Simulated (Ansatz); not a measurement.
# Pt: energy along a strain

Pt, Fm-3m, a = 3.916 Å (as given, not relaxed at this level: 5.4 GPa). Ansatz: r2SCAN, PAW, 500 eV, Γ-centred 20×20×20 mesh on 1 atom, Gaussian smearing 0.15 eV; no spin polarisation. Cell vectors (Å): 0.000 1.958 1.958; 1.958 0.000 1.958; 1.958 1.958 0.000. The cell is strained by x per cent times the pattern (0 0 0 0 0 1) in the order xx yy zz yz xz xy (engineering shears), with fractional coordinates held. y is the free energy over the start, V0 = 15.011 Å³/atom. Symmetry makes y even in x.

```tsv
x (%)	y (meV/atom)
-2.00	?
-1.00	0.36
0.00	0.00
0.25	0.02
0.50	0.09
0.75	0.20
1.25	0.56
1.50	0.80
1.75	1.10
```

**Question.** Fit y = c2 x² + c4 x⁴ to the other rows, get the stiffness along the pattern, and predict the missing energy.

**Answer.** Least squares on the rows shown. y = 0.3562 x² + 0.0007648 x⁴. The clamped-ion stiffness p·C·p = 2 × 3.562 eV × 160.2 / 15.011 Å³ = 76 GPa, which is C66 in these axes (C44 of the cubic crystal) (second derivative at the start, which stands under stress). At x = -2.00 the fit asked for gives 1.44 meV/atom. The run gave 1.43 meV/atom, so the fit is 0.01 meV/atom too high, a small miss on the scale of the series.

Spin–orbit coupling is left out, which can shift energies with elements as heavy as these.